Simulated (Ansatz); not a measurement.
LaB (rock salt, Fm-3m) under volume change, PBE (plane waves, PAW; program Ansatz), scaled uniformly.

```csv
V (Å³/atom),E − E(relaxed) (meV/atom),P (GPa)
20.710,35.0,5.89
21.392,14.8,3.63
22.075,3.5,1.70
22.758,0.0,0.00
23.441,3.2,-1.48
24.123,12.4,-2.79
24.806,26.8,-3.95
```

Question: What does a third-order Birch–Murnaghan fit give for V₀, B₀ and B′?

Answer: V₀ = 22.76 Å³/atom, B₀ = 53.1 GPa, B′ = 3.4.

The start of the workflow was typed in or built on a structure type; neither database checked (COD, Materials Project) lists it. Whether it is the stable phase at ambient conditions was not checked. Symmetry was held in the PBE relaxation; its stability against distortions is not shown here. Its formation energy is positive at this level, so the cell may be metastable or incomplete. Scalar-relativistic: spin–orbit coupling is off unless named, which matters more the heavier the elements.

Potentials: the earlier of the program's two PAW sets.
